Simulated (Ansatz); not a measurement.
A relaxed cell of La (P6₃/mmc (No. 194)), relaxed on a k-mesh at least as fine as the one used below. Method: r2SCAN (plane waves to 500 eV, PAW, scalar-relativistic; Ansatz, a quantum-chemistry and plane-wave program). Γ-centred k-mesh 10×10×3 on the run's cell (coarser than for final values), Fermi–Dirac smearing 0.05 eV.

```yaml
crystal:
  lattice:
    - [3.78465, 0.00000, 0.00000]
    - [-1.89233, 3.27761, 0.00000]
    - [0.00000, 0.00000, 12.02942]
  atoms:
    - { symbol: La, position: [0.00000, 0.00000, 0.00000] }
    - { symbol: La, position: [0.00000, 0.00000, 0.50000] }
    - { symbol: La, position: [0.33333, 0.66667, 0.25000] }
    - { symbol: La, position: [0.66667, 0.33333, 0.75000] }
```

The atoms are displaced by (Å):

```tsv
atom	ux	uy	uz
La1	0.089	0.036	0.062
La2	-0.275	-0.061	-0.147
La3	-0.319	0.153	0.011
La4	-0.046	-0.157	-0.018
```

Problem. What forces (eV/Å) and pressure result?

Solution. 
| atom | Fx | Fy | Fz |
|---|---|---|---|
| La1 | -0.09 | 0.00 | -0.20 |
| La2 | 0.07 | 0.00 | 0.26 |
| La3 | 0.07 | -0.09 | -0.09 |
| La4 | -0.05 | 0.09 | 0.03 |

Pressure +0.1 GPa.

No spin polarisation in the result.

The run that gave the undisplaced cell could not lose the symmetry of its start; a randomly shaken copy of 4 atoms returns to this structure.
